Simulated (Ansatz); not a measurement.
Here is the system:

MgGaNO:
```xyz
4
Lattice="3.2320 0.0000 0.0000 -1.6160 2.7990 0.0000 0.0000 0.0000 5.1589" Properties=species:S:1:pos:R:3 pbc="T T T"
Ga     0.0000     1.8660     2.6137
Mg     1.6160     0.9330     0.0480
O      0.0000     1.8660     0.6649
N      1.6160     0.9330     3.1219
```

This is the r²SCAN-relaxed structure. Cartesian axes are those of the cell as given.

Task: All from r²SCAN in the plane-wave PAW code Ansatz, unless another level is named. Give the piezoelectric stress constants (proper, relaxed ions, C/m²).

Result: e15 = e24 = 0.47, e16 = e21 = 0.11, e22 = -0.11, e31 = e32 = 0.65, e33 = -1.31.

Task: Predict the Hill bulk and shear moduli.

Result: 155 and 73.9 GPa.

Space group P3m1. The start of the workflow was typed in or built on a structure type; neither database checked (COD, Materials Project) lists it. Its standing as an ambient phase is unchecked. Symmetry was held in the r²SCAN relaxation; whether a distortion lowers the energy is not shown. The volume moved by -18 % from the start of the relaxation. Signs of piezoelectric constants follow the polarity of the cell as given.

Potentials: the earlier of the program's two PAW sets. The files were generated under PBE; for other functionals the program regenerates the frozen cores, and for LDA and PBEsol the local potential too.
